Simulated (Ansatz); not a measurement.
Values for one crystal, relaxed and computed with PBE in the plane-wave PAW code Ansatz; other levels are named.

Volume per atom: 16.81 Å³
Electronic character: metallic (no gap)
Bulk modulus (Birch–Murnaghan fit): 273 GPa
Gap with spin–orbit coupling: none (metallic)
Density of states at the Fermi level: 1.6 states/eV per atom (mean over ±0.08 eV)
Pressure derivative B′: 4.2

Task: Pick the material that matches.
A. W, Fd-3m (W on 8a, W on 16d)
B. Pb, fcc (Cu type)
C. In, diamond
D. Gd, hcp (Mg type)

Result: A, W, Fd-3m (W on 8a, W on 16d)

The start of the workflow was typed in or built on a structure type; neither database checked (COD, Materials Project) lists it. It is not the phase usual at ambient conditions (space group No. 229). Symmetry was held in the PBE relaxation; its stability against distortions is not shown here. The run is not spin-polarised. Scalar-relativistic: spin–orbit coupling is off unless named, which matters more the heavier the elements.

Potentials: the earlier of the program's two PAW sets.
